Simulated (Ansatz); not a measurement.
TaSnO₃ (cubic perovskite, Pm-3m), DFT-PBEsol in the program Ansatz with PAW potentials, all energies at zero smearing, with the estimated change up to a 700 eV cutoff added, with one set of potentials and settings (totals compare only within such a set). Cell of 5 atoms (1 Sn, 1 Ta, 3 O): -17441.241 eV.

| element | reference phase | E (eV/atom) |
|---|---|---|
| Sn | I4_1/amd, 2 atoms in the cell | -5949.7830 |
| Ta | Im-3m, 1 atoms in the cell | -9806.5011 |
| O | C2/m, 4 atoms in the cell, spin-polarised | -558.3554 |

Formation energy per atom, worked out: (-17441.241 − 1×(-5949.7830) − 1×(-9806.5011) − 3×(-558.3554))/5 = -1.978 eV/atom (-191 kJ per mol of atoms), at 0 K, without zero-point energy or fitted corrections.

The workflow started from an entry of the Crystallography Open Database (COD). Whether it is the stable phase at ambient conditions was not checked. Symmetry was held in the PBEsol relaxation; of distortions, only those at the zone centre were tested, and some modes there are weakly imaginary. No spin polarisation was allowed. The references are the lowest solids computed at this level, not always the standard phases (solids in place of the gases). Scalar-relativistic: spin–orbit coupling is off unless named, which matters more the heavier the elements.

Potentials: the later of the program's two PAW sets.
